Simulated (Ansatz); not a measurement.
A geometry of PtSe2 away from equilibrium: step 4 of the relaxation of a generated cell, PtSe2 built in the cotunnite structure type. The numbers are results of PBE (plane waves to 420 eV, PAW, scalar-relativistic; Ansatz, a first-principles code), not measurements. Γ-centred k-mesh 3×5×3 on the run's cell (coarser than for final values), Fermi–Dirac smearing 0.05 eV. The plane waves were selected for a different cell earlier on the path.

```
PtSe2
1.0
    7.00329     0.00000     0.00000
    0.00000     4.03387     0.00000
    0.00000     0.00000     8.59406
Pt Se
4 8
Direct
  0.73750   0.25000   0.53888
  0.23750   0.25000   0.96112
  0.26250   0.75000   0.46112
  0.76250   0.75000   0.03888
  0.61850   0.25000   0.88243
  0.11850   0.25000   0.61757
  0.38150   0.75000   0.11757
  0.88150   0.75000   0.38243
  0.44956   0.25000   0.35356
  0.94956   0.25000   0.14644
  0.55044   0.75000   0.64644
  0.05044   0.75000   0.85356
```

### Question
What forces act on the atoms (eV/Å)?

### Answer
```json
[
 {"atom": "Pt1", "Fx": "0.49", "Fy": "0.00", "Fz": "-0.93"},
 {"atom": "Pt2", "Fx": "0.49", "Fy": "0.00", "Fz": "0.93"},
 {"atom": "Pt3", "Fx": "-0.49", "Fy": "0.00", "Fz": "0.93"},
 {"atom": "Pt4", "Fx": "-0.49", "Fy": "0.00", "Fz": "-0.93"},
 {"atom": "Se5", "Fx": "-0.45", "Fy": "0.00", "Fz": "0.81"},
 {"atom": "Se6", "Fx": "-0.45", "Fy": "0.00", "Fz": "-0.81"},
 {"atom": "Se7", "Fx": "0.45", "Fy": "0.00", "Fz": "-0.81"},
 {"atom": "Se8", "Fx": "0.45", "Fy": "0.00", "Fz": "0.81"},
 {"atom": "Se9", "Fx": "-0.02", "Fy": "0.00", "Fz": "0.50"},
 {"atom": "Se10", "Fx": "-0.02", "Fy": "0.00", "Fz": "-0.50"},
 {"atom": "Se11", "Fx": "0.02", "Fy": "0.00", "Fz": "-0.50"},
 {"atom": "Se12", "Fx": "0.02", "Fy": "0.00", "Fz": "0.50"}
]
```

The path ends in Cmce (No. 64). No spin polarisation in the result. No dispersion correction is included, so spacings between layers, chains or molecules are soft and tend to come out too large.

The run could not lose the symmetry of its start: the end is stationary, and may be a saddle point rather than a minimum.

The end of the path is a generated cell of PtSe2: the first start was made by placing the elements on the sites of a structure type, and the end was not matched to a known phase here, so it may be hypothetical. Known forms of PtSe2 include space group No. 164.
